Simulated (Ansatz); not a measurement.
Relaxed-ion elastic tensor of Li$_{6}$SI$_{2}$O in space group Fm-3m (No. 225; Li on 24e, I on 8c, S on 4a, O on 4b) in GPa (Voigt order), the program Ansatz at the r²SCAN level (PAW); density 3.32 g/cm³, 17.18 Å³ per atom.

```
64.2  23.5  23.5   0.0   0.0   0.0
23.5  64.2  23.5   0.0   0.0   0.0
23.5  23.5  64.2   0.0   0.0   0.0
 0.0   0.0   0.0  25.8   0.0   0.0
 0.0   0.0   0.0   0.0  25.8   0.0
 0.0   0.0   0.0   0.0   0.0  25.8
```

Problem. Is the crystal mechanically stable?

Solution. Yes: the smallest eigenvalue of C is 25.8 GPa.

Problem. Work out the Voigt, Reuss and Hill averages.

Solution. K_V = 37.1, K_R = 37.1, K_H = 37.1; G_V = 23.6, G_R = 23.3, G_H = 23.5 GPa.

Problem. Give Young's modulus, Poisson's ratio, Pugh's ratio and the universal anisotropy index.

Solution. E = 9KG/(3K + G) = 58.1 GPa; ν = 0.24; K/G = 1.58 (brittle by the Pugh limit of 1.75); A_U = 5G_V/G_R + K_V/K_R − 6 = 0.07.

Problem. Estimate the sound speeds and the Debye temperature.

Solution. v_l = √((K + 4G/3)/ρ) = 4540 m/s, v_t = √(G/ρ) = 2660 m/s, mean 2950 m/s; Θ = (h/k)(3n/4πV)^(1/3) v_m = 340 K.

Problem. Give the Zener ratio and Young's modulus along [100], [110] and [111].

Solution. A = 2C44/(C11 − C12) = 1.27; 1/E = S11 − 2(S11 − S12 − S44/2)Γ with Γ = 0, 1/4, 1/3 gives 51.6, 59.6, 62.9 GPa.

Problem. Solve the Christoffel equation for the three sound speeds along [100], [110], [111].

Solution. Eigenvalues of C_ijkl n_j n_l equal ρv². In km/s, slowest first: [100] 2.79, 2.79, 4.40; [110] 2.47, 2.79, 4.58; [111] 2.58, 2.58, 4.64.

The start of the workflow was typed in or built on a structure type; neither database checked (COD, Materials Project) lists it. Its standing as an ambient phase is unchecked. Symmetry was held in the r²SCAN relaxation; whether a distortion lowers the energy is not shown. The volume moved by 21 % from the start of the relaxation. Spin–orbit coupling is left out wherever it is not named.

Potentials: the later of the program's two PAW sets.
